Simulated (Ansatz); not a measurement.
Computed with DFT PBE, scalar-relativistic, plane waves, PAW in Ansatz. All cells share a 420 eV cutoff and Γ-centred k meshes spaced at most about 0.3 Å⁻¹ (about 0.25 or finer for metals, 2π included). No spin polarisation in the final relaxations.

These are static total energies at zero pressure.

Two relaxed structures of MgBe₂Te₃:

A.

```xyz
6
Lattice="3.7701 0.0000 0.0000 0.0000 3.7701 0.0000 0.0000 0.0000 11.4624" Properties=species:S:1:pos:R:3 pbc="T T T"
Mg    1.8850    1.8850    1.8849
Be    0.0000    0.0000    9.7735
Be    1.8850    1.8850    7.9025
Te    0.0000    0.0000    7.3499
Te    0.0000    0.0000    2.8069
Te    1.8850    1.8850   10.4008
```

B.

```xyz
6
Lattice="7.3847 0.0000 0.0000 -3.6923 6.3953 0.0000 0.0000 0.0000 3.2171" Properties=species:S:1:pos:R:3 pbc="T T T"
Mg    0.0000    0.0000    0.0000
Be    0.0000    4.2636    0.0000
Be    3.6923    2.1318    0.0000
Te    3.6923    0.0000    1.6086
Te    1.8462    3.1977    1.6086
Te   -1.8462    3.1977    1.6086
```

Question: Which is lower in energy, and by how much?

Answer: A is lower, by 0.44 eV/atom. A has space group P4mm (No. 99), 27.2 Å³/atom and no gap on its mesh; B has space group P6/mmm (No. 191), 25.3 Å³/atom and no gap. Counting Te atoms around Be and Mg (those within 1.25 times the shortest such distance or 1.15 times the sum of covalent radii; a plus sign parts nearer from farther groups; the shortest distance is added where it is long for a bond; a slash parts the counts of unlike sites), A has Mg 5, Be 1+4/5 and B has Mg 12 from 4.0 Å, Be 6. In A, Mg has 5 Te at 2.82–2.95 Å; around Be on its first site lie 1 Te at 2.42 Å and 4 Te at 2.74 Å; Te on its first site has 1 Be at 2.42 Å and 4 Be at 2.72 Å; 3 more sites not described. In B, around Mg lie 2 Mg at 3.22 Å; Be has 6 Te at 2.67 Å and 2 Be at 3.22 Å; Te has 4 Be at 2.67 Å. Both come from invented guesses. A third cell relaxed alike, in P-3m1, lies 81 meV/atom below the lower of the two.

No dispersion correction is applied, so the spacing and binding between layers, chains or molecules are poorly described (P4mm), and this can change margins and order among such cells. Spin–orbit coupling, which can matter for Te, is left out. Cells relaxed within their symmetry can be saddle points.
